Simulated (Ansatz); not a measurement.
Rb$_{2}$CrAgF$_{6}$ in space group Fm-3m (No. 225; Rb on 8c, Cr on 4a, Ag on 4b, F on 24e), DFT-r²SCAN in the program Ansatz with PAW potentials. The conduction-band minimum lies at X, with 3 equivalent valleys. Second derivatives d²E/dk² of the lowest band at one valley (eV·Å²), along Cartesian directions:

```json
[
 {"direction": "[100]", "d²E/dk²": "7.734"},
 {"direction": "[010]", "d²E/dk²": "6.802"},
 {"direction": "[001]", "d²E/dk²": "6.802"},
 {"direction": "[110]", "d²E/dk²": "7.269"},
 {"direction": "[101]", "d²E/dk²": "7.269"},
 {"direction": "[011]", "d²E/dk²": "6.803"}
]
```

Problem. Find the principal effective masses, the density-of-states mass and the conductivity mass.

Solution. Off-diagonal terms follow from H_xy = H[110] − (H_xx + H_yy)/2, and m*/mₑ = 7.620 eV·Å² over each eigenvalue: 0.99, 1.1, 1.1. One valley's DOS mass (m₁m₂m₃)^(1/3) = 1.1, conductivity mass 3/(Σ 1/mᵢ) = 1.1 mₑ.

Problem. What effective density of states Nc follows at 300 K for parabolic valleys?

Solution. Nc = 2.509e19 × 3 × (1.1)^(3/2) / 2 (one spin channel) ≈ 4.3e19 cm⁻³.

The workflow started from a Materials Project entry (that database holds measured and hypothetical structures alike); the Crystallography Open Database copy checked does not list it. Its standing as an ambient phase is unchecked. The cell was relaxed with r²SCAN under the symmetry of its start; its stability against distortions is not shown here. Magnetic state: ferromagnetic, chosen from 3 collinear starts compared on coarse meshes (ties went to the first, and starts can fall back to one state), not a proven ground state. Other orbital occupations within this spin state were not tried. No Hubbard U is applied. Spin–orbit coupling is left out wherever it is not named.

Potentials: the later of the program's two PAW sets.

Edges and masses are those of Kohn–Sham bands, whose gap is no quasiparticle gap.
